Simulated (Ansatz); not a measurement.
**Computed properties of AlZnInO₄**

AlZnInO4:
```cif
data_AlInO4Zn
_chemical_formula_sum 'In1 Al1 Zn1 O4'
_space_group_name_H-M_alt 'P 1'
_space_group_IT_number 1
_cell_length_a 8.73597
_cell_length_b 8.73597
_cell_length_c 8.73597
_cell_angle_alpha 21.467
_cell_angle_beta 21.467
_cell_angle_gamma 21.467
loop_
_space_group_symop_operation_xyz
  'x, y, z'
loop_
_atom_site_label
_atom_site_type_symbol
_atom_site_fract_x
_atom_site_fract_y
_atom_site_fract_z
_atom_site_occupancy
In1 In 0.99557 0.99557 0.99557 1
Al1 Al 0.21285 0.21285 0.21285 1
Zn1 Zn 0.78170 0.78170 0.78170 1
O1 O 0.13939 0.13939 0.13939 1
O2 O 0.87952 0.87952 0.87952 1
O3 O 0.28605 0.28605 0.28605 1
O4 O 0.70492 0.70492 0.70492 1
```

Space group R3m (No. 160); conventional cell a = 3.2541 Å, b = 3.2541 Å, c = 25.5947 Å, α = 90.00°, β = 90.00°, γ = 120.00°.

Method: DFT-r²SCAN in the program Ansatz with PAW potentials. Geometry: relaxed at this level of theory. Other levels are named where they apply.

**Cell and energy**

Volume per atom: 11.18 Å³
Density: 5.76 g/cm³
Formation energy from the elements (no fitted shifts): -2.26 eV/atom

**Electronic structure**

Band gap: 2.42 eV (smallest direct gap 2.42 eV)
Valence-band maximum: at T
Conduction-band minimum: at Γ
Electron effective mass: 0.28, 0.28, 0.30 mₑ (principal values)
Electron effective mass with spin–orbit coupling: 0.28, 0.28, 0.30 mₑ (principal values)
HSE06 gap on the r²SCAN cell: 3.64 eV
Gap with spin–orbit coupling: 2.39 eV

**Mechanics**

- Bulk modulus (Birch–Murnaghan fit) = 186 GPa
- Pressure derivative B′ = 4.3

**Charges**

- Bader charges = In +1.96, Al +2.58, Zn +1.32, O -1.71 to -1.30 e

The cell is a constructed one: a structure type filled with these elements; neither database checked (COD, Materials Project) lists it. Its standing as an ambient phase is unchecked. The r²SCAN relaxation kept the symmetry of its start; its stability against distortions is not shown here. The references are the lowest solids computed at this level, not always the standard phases (solids in place of the gases). Spin–orbit coupling is left out wherever it is not named.

Potentials: the earlier of the program's two PAW sets.
